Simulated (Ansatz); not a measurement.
**Ir (Fm-3m), stationary points along a deformation path**

All numbers below come from Ansatz 0.2.0, DFT PBEsol, scalar-relativistic, plane waves, PAW. Settings: plane waves to 420 eV, k-mesh 24×24×24 (Γ-centred), Gaussian smearing 0.15 eV. Spin–orbit coupling is left out, which can shift energies with elements as heavy as these. No spin polarisation. Energies are free energies at this smearing, counted from the undisturbed cell; pressure is positive in compression.

Zero of the scan (as given, not relaxed at this level; it stands at -2.6 GPa):

```
CELL_PARAMETERS angstrom
0.00000 1.91970 1.91970
1.91970 0.00000 1.91970
1.91970 1.91970 0.00000
ATOMIC_POSITIONS crystal
Ir 0.00000 0.00000 0.00000
```

At fixed volume and fractional coordinates, lengths along (0.000, 0.000, 1.000) are scaled against those across it; ρ is that ratio over its starting value. V = 14.149 Å³/atom. Δσ is the stress along the axis less the mean stress across it (compression positive).

| ρ | ΔE (meV/atom) | Δσ (GPa) | space group |
| --- | --- | --- | --- |
| 0.650 | 571.6 | -37.49 | I4/mmm |
| 0.707 | 688.5 | -0.12 | Im-3m |
| 0.780 | 518.1 | 49.17 | I4/mmm |
| 0.850 | 259.1 | 48.12 | I4/mmm |
| 0.920 | 74.5 | 29.24 | I4/mmm |
| 0.960 | 18.4 | 15.15 | I4/mmm |
| 1.000 | 0.0 | 0.00 | Fm-3m |
| 1.050 | 27.2 | -19.13 | I4/mmm |
| 1.100 | 104.3 | -36.88 | I4/mmm |
| 1.200 | 364.3 | -62.78 | I4/mmm |
| 1.300 | 703.4 | -80.66 | I4/mmm |
| 1.414 | 1150.4 | -100.02 | I4/mmm |
| 1.500 | 1522.1 | -113.81 | I4/mmm |

Problem. How does the stress give the slope of the energy, and where is the energy stationary?

Solution. Along the path d ln(length) is 2/3 d ln ρ on the axis and −1/3 d ln ρ across it, so dE/d ln ρ = −(2/3) V Δσ: the energy falls with ρ where Δσ is positive. Δσ vanishes or changes sign at ρ = 0.707 (Im-3m), a maximum at 688.5 meV/atom; at ρ = 1.000 (Fm-3m), a minimum at 0.0 meV/atom. Pairs of stationary points between two samples would go unseen, and could change a minimum read from distant neighbours into a maximum. At ρ = 0.707, 1.000 the cell is cubic, where symmetry alone makes the stress isotropic and the slope zero.

Problem. Which shear constant sets the curvature at ρ = 1?

Solution. For a cubic crystal E/V = (2/3) C (ln ρ)² with C = C′ = (C11 − C12)/2, so Δσ = −2C ln ρ. The parabola of Δσ against ln ρ through ρ = 0.960, 1 and 1.050 gives C ≈ 190 GPa with the ions clamped, rough because the steps are large. It is the stress–strain coefficient at this cell's pressure of -2.6 GPa, not the zero-pressure constant.

Problem. Integrate that slope from ρ = 1 to 1.200 by the trapezoid rule.

Solution. With V/N in Å³ and 1 eV/Å³ = 160.2 GPa the slopes at ρ = 1.000, 1.050, 1.100, 1.200 are 0, 1126, 2171, 3696 meV/atom per unit of ln ρ. The steps add 27.5 + 76.7 + 255.3 = 359.5 meV/atom, against 364.3 from the energies; the trapezoid rule misses the curvature of the slope within each step.

In a metal these slopes depend on the k mesh and the smearing.